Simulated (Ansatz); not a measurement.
# One input, then a changed one: Nb (bcc type)

First run: DFT, PBE, PAW with Ansatz's default frozen-core files, scalar-relativistic (Ansatz 0.2.0).

Command: `ansatz run input.yaml --threads 1 --pin off --max-ram 3584MiB --backend cpu --events-out ev --progress --plain --runs-dir out` It took 0.99 s on 1 thread of Intel(R) Xeon(R) 6975P-C (Granite Rapids) (shared host), peak memory 0.36 GiB.

```yaml
crystal:
  lattice:
    - [3.311232545, 0.0, 0.0]
    - [0.0, 3.311232545, 0.0]
    - [0.0, 0.0, 3.311232545]
  atoms:
    - { symbol: Nb, position: [0.0, 0.0, 0.0] }
    - { symbol: Nb, position: [0.5, 0.5, 0.5] }
kpoints:
  mp_grid: { grid: [10, 10, 10] }
scf:
  occupations: { method: fermi_dirac, width: 0.05 }
hamiltonian:
  xc: pbe
  pseudopotentials: { kind: paw }
output:
  forces: true
  stress: true
  eigenvalues: true
```

The base cell comes from a relaxation on PAW files under the same functional.

This run: bulk in the slab's orientation.

It converges in 6 SCF iterations at a pressure of -0.20 GPa, cutoff 420 eV.

The input is then changed:

```diff
 kpoints:
-  mp_grid: { grid: [10, 10, 10] }
+  mp_grid: { grid: [10, 10, 10], shift: [0.5, 0.5, 0.5] }
 scf:
-  occupations: { method: fermi_dirac, width: 0.05 }
+  occupations: { method: tetrahedron }
 hamiltonian:
   xc: pbe
-  pseudopotentials: { kind: paw }
+  pseudopotentials: { kind: paw_fr }
 output:
   eigenvalues: true
+magnetization:
+  noncollinear: true
+  spin_orbit: true
```

Q: What does the second run give?

A: It converges in 7 SCF iterations, cutoff 420 eV. More than one line changes, and not each need have an effect.
